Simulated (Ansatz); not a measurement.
SnO₂:
```cif
data_O4Sn2
_chemical_formula_sum 'Sn2 O4'
_space_group_name_H-M_alt 'P 1'
_space_group_IT_number 1
_cell_length_a 4.72016
_cell_length_b 4.72016
_cell_length_c 3.18872
_cell_angle_alpha 90.000
_cell_angle_beta 90.000
_cell_angle_gamma 90.000
loop_
_space_group_symop_operation_xyz
  'x, y, z'
loop_
_atom_site_label
_atom_site_type_symbol
_atom_site_fract_x
_atom_site_fract_y
_atom_site_fract_z
_atom_site_occupancy
Sn1 Sn 0.50000 0.50000 0.50000 1
Sn2 Sn 0.00000 0.00000 0.00000 1
O1 O 0.19393 0.80607 0.50000 1
O2 O 0.80607 0.19393 0.50000 1
O3 O 0.69393 0.69393 0.00000 1
O4 O 0.30607 0.30607 0.00000 1
```

Relaxed with LDA.

Problem. Which orbitals make up the states near the band edges in LDA (plane waves, PAW; program Ansatz)?

Solution. Top 1 eV of the valence band: O 2p 98 %. Bottom 1 eV of the conduction band: Sn 5s 52 %, O 2s 27 %, O 2p 16 %. Projections are on Löwdin-orthogonalised atomic valence shells; empty p or d shells of many metals are not among them.

Problem. Tabulate the density of states.

Solution. States/eV per cell of 6 atoms, in 0.25 eV bins, energy from the valence-band maximum.

| E (eV) | total | O 2p | Sn 5s | Sn 5p |
|---|---|---|---|---|
| -7.85 | 1.68 | 0.99 | 0.58 | 0.06 |
| -7.60 | 2.13 | 1.26 | 0.71 | 0.07 |
| -7.35 | 1.70 | 1.00 | 0.52 | 0.07 |
| -7.10 | 1.90 | 1.13 | 0.57 | 0.07 |
| -6.85 | 1.51 | 0.90 | 0.43 | 0.06 |
| -6.60 | 1.03 | 0.62 | 0.28 | 0.05 |
| -6.35 | 1.13 | 0.70 | 0.27 | 0.06 |
| -6.10 | 0.98 | 0.61 | 0.22 | 0.06 |
| -5.85 | 0.85 | 0.54 | 0.17 | 0.06 |
| -5.60 | 1.12 | 0.76 | 0.14 | 0.15 |
| -5.35 | 1.76 | 1.27 | 0.10 | 0.32 |
| -5.10 | 2.28 | 1.66 | 0.09 | 0.44 |
| -4.85 | 2.39 | 1.76 | 0.08 | 0.46 |
| -4.60 | 2.57 | 1.92 | 0.08 | 0.47 |
| -4.35 | 3.13 | 2.38 | 0.06 | 0.58 |
| -4.10 | 4.08 | 3.15 | 0.06 | 0.72 |
| -3.85 | 3.83 | 2.98 | 0.06 | 0.63 |
| -3.60 | 3.18 | 2.52 | 0.05 | 0.47 |
| -3.35 | 3.01 | 2.42 | 0.03 | 0.41 |
| -3.10 | 3.17 | 2.64 | 0.03 | 0.35 |
| -2.85 | 2.77 | 2.34 | 0.02 | 0.28 |
| -2.60 | 2.88 | 2.45 | 0.02 | 0.26 |
| -2.35 | 2.93 | 2.55 | 0.02 | 0.22 |
| -2.10 | 3.35 | 2.98 | 0.02 | 0.18 |
| -1.85 | 4.87 | 4.49 | 0.02 | 0.14 |
| -1.60 | 4.90 | 4.62 | 0.01 | 0.09 |
| -1.35 | 7.56 | 7.24 | 0.02 | 0.06 |
| -1.10 | 7.61 | 7.37 | 0.01 | 0.04 |
| -0.85 | 10.10 | 9.87 | 0.01 | 0.04 |
| -0.60 | 3.28 | 3.21 | 0.00 | 0.03 |
| -0.35 | 1.09 | 1.07 | 0.00 | 0.01 |
| -0.10 | 0.26 | 0.25 | 0.00 | 0.00 |
| 0.15 | 0.00 | 0.00 | 0.00 | 0.00 |
| 0.40 | 0.00 | 0.00 | 0.00 | 0.00 |
| 0.65 | 0.00 | 0.00 | 0.00 | 0.00 |
| 0.90 | 0.00 | 0.00 | 0.00 | 0.00 |
| 1.15 | 0.00 | 0.00 | 0.00 | 0.00 |
| 1.40 | 0.01 | 0.00 | 0.01 | 0.00 |
| 1.65 | 0.04 | 0.01 | 0.02 | 0.00 |
| 1.90 | 0.06 | 0.01 | 0.03 | 0.00 |
| 2.15 | 0.08 | 0.02 | 0.04 | 0.00 |
| 2.40 | 0.11 | 0.03 | 0.05 | 0.01 |
| 2.65 | 0.15 | 0.04 | 0.07 | 0.01 |
| 2.90 | 0.18 | 0.05 | 0.08 | 0.01 |
| 3.15 | 0.22 | 0.06 | 0.10 | 0.02 |
| 3.40 | 0.28 | 0.08 | 0.12 | 0.02 |
| 3.65 | 0.34 | 0.10 | 0.15 | 0.03 |
| 3.90 | 0.43 | 0.13 | 0.18 | 0.03 |
| 4.15 | 0.61 | 0.19 | 0.26 | 0.05 |
| 4.40 | 0.68 | 0.22 | 0.30 | 0.05 |
| 4.65 | 0.82 | 0.27 | 0.37 | 0.06 |
| 4.90 | 1.98 | 0.61 | 0.91 | 0.18 |
| 5.15 | 2.06 | 0.64 | 0.93 | 0.21 |
| 5.40 | 1.81 | 0.58 | 0.81 | 0.19 |
| 5.65 | 1.64 | 0.54 | 0.74 | 0.16 |
| 5.90 | 1.48 | 0.50 | 0.69 | 0.13 |

Space group P4_2/mnm (rutile). The cell was relaxed with LDA under the symmetry of its start. Spin–orbit coupling is left out wherever it is not named.

Potentials: the earlier of the program's two PAW sets. The files were generated under PBE; for other functionals the program regenerates the frozen cores, and for LDA and PBEsol the local potential too.
